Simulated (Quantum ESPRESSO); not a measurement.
pw.x input (Quantum ESPRESSO 7.5; PBEsol, PseudoDojo standard norm-conserving files, scalar-relativistic):

```
&CONTROL
  calculation = 'scf'
  pseudo_dir = './pseudo'
  outdir = './out'
  tprnfor = .true.
  tstress = .true.
/
&SYSTEM
  ibrav = 0
  nat = 4
  ntyp = 2
  ecutwfc = 88.0
  ecutrho = 352.0
  occupations = 'smearing'
  smearing = 'fd'
  degauss = 0.005
  nbnd = 38
/
&ELECTRONS
  conv_thr = 4e-10
/
ATOMIC_SPECIES
Rh 102.9055 Rh.upf
Ta 180.9479 Ta.upf
CELL_PARAMETERS angstrom
  3.869780000000   0.000000000000   0.000000000000
  0.000000000000   3.869780000000   0.000000000000
  0.000000000000   0.000000000000   3.869780000000
ATOMIC_POSITIONS crystal
Rh   0.000000000000   0.500000000000   0.500000000000
Rh   0.500000000000   0.000000000000   0.500000000000
Rh   0.500000000000   0.500000000000   0.000000000000
Ta   0.000000000000   0.000000000000   0.000000000000
K_POINTS automatic
12 12 12 0 0 0
```

End of the output:

```

[...]
     the Fermi energy is    21.9043 ev
!    total energy              =    -833.64211432 Ry
     estimated scf accuracy    <          3.6E-10 Ry
     smearing contrib. (-TS)   =      -0.00233145 Ry
     internal energy E=F+TS    =    -833.63978287 Ry
     The total energy is F=E-TS. E is the sum of the following terms:
     one-electron contribution =    -180.07353595 Ry
     hartree contribution      =     134.44818367 Ry
     xc contribution           =    -142.30548953 Ry
     ewald contribution        =    -645.70894106 Ry
     convergence has been achieved in   9 iterations
     Forces acting on atoms (cartesian axes, Ry/au):
     atom    1 type  1   force =     0.00000000    0.00000000    0.00000000
     atom    2 type  1   force =     0.00000000    0.00000000    0.00000000
     atom    3 type  1   force =     0.00000000    0.00000000    0.00000000
     atom    4 type  2   force =     0.00000000    0.00000000    0.00000000
     Total force =     0.000000     Total SCF correction =     0.000000
     Computing stress (Cartesian axis) and pressure
          total   stress  (Ry/bohr**3)                   (kbar)     P=      -49.24
  -0.00033472   0.00000000   0.00000000          -49.24        0.00        0.00
   0.00000000  -0.00033472   0.00000000            0.00      -49.24        0.00
   0.00000000   0.00000000  -0.00033472            0.00        0.00      -49.24
```

Spin-orbit coupling is not included.

Geometry of the Materials Project entry, not relaxed at this level.
